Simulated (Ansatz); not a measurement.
PbTe (rock salt)

```cif
data_Pb4Te4
_chemical_formula_sum 'Te4 Pb4'
_space_group_name_H-M_alt 'Fm-3m'
_space_group_IT_number 225
_space_group_name_Hall '-F 4 2 3'
_cell_length_a 6.53471
_cell_length_b 6.53471
_cell_length_c 6.53471
_cell_angle_alpha 90.000
_cell_angle_beta 90.000
_cell_angle_gamma 90.000
loop_
_atom_site_label
_atom_site_type_symbol
_atom_site_symmetry_multiplicity
_atom_site_Wyckoff_symbol
_atom_site_fract_x
_atom_site_fract_y
_atom_site_fract_z
_atom_site_occupancy
Te1 Te 4 a 0.00000 0.00000 0.00000 1
Pb1 Pb 4 b 0.50000 0.50000 0.50000 1
```
(The calculation used a cell of 2 atoms; values per cell refer to that cell.)

Grid over V/V₀ and (c/a)/(c/a)₀, subscript 0 meaning the relaxed cell; the conventional c axis lies along z; no internal relaxation.

Computed with r2SCAN (plane waves to 500 eV, PAW, scalar-relativistic; Ansatz, a program for electronic structure). k mesh 9×9×9 (Γ-centred), Fermi-Dirac smearing 0.05 eV. Stress and pressure are positive under compression. PbTe was relaxed with its symmetry unable to fall. Spin-orbit coupling is left out, though Pb and Te are heavy. 

| P (GPa) | V/V₀ = 0.960 | V/V₀ = 0.973 | V/V₀ = 0.987 | V/V₀ = 1.000 | V/V₀ = 1.013 | V/V₀ = 1.027 | V/V₀ = 1.040 |
|---|---|---|---|---|---|---|---|
| (c/a)/(c/a)₀ = 0.960 | 2.13 | 1.45 | 0.81 | 0.22 | -0.33 | -0.84 | ___ |
| (c/a)/(c/a)₀ = 0.973 | 1.99 | ___ | 0.68 | 0.09 | -0.45 | -0.96 | -1.43 |
| (c/a)/(c/a)₀ = 0.987 | 1.90 | 1.23 | 0.60 | 0.02 | -0.52 | -1.03 | -1.50 |
| (c/a)/(c/a)₀ = 1.000 | 1.88 | ___ | 0.58 | 0.00 | -0.55 | -1.05 | -1.52 |
| (c/a)/(c/a)₀ = 1.013 | 1.90 | 1.23 | 0.60 | 0.02 | -0.52 | -1.03 | -1.50 |
| (c/a)/(c/a)₀ = 1.027 | 1.98 | 1.30 | 0.67 | 0.08 | -0.46 | -0.97 | -1.44 |
| (c/a)/(c/a)₀ = 1.040 | 2.10 | 1.42 | 0.78 | 0.19 | -0.36 | -0.87 | ___ |

Q: Complete the blanks.

A: 
- (c/a)/(c/a)₀ = 0.960, V/V₀ = 1.040: -1.32
- (c/a)/(c/a)₀ = 0.973, V/V₀ = 0.973: 1.31
- (c/a)/(c/a)₀ = 1.000, V/V₀ = 0.973: 1.20
- (c/a)/(c/a)₀ = 1.040, V/V₀ = 1.040: -1.34

(Under strain, the slope of the energy per volume gives the stress and its curvature an elastic modulus.)
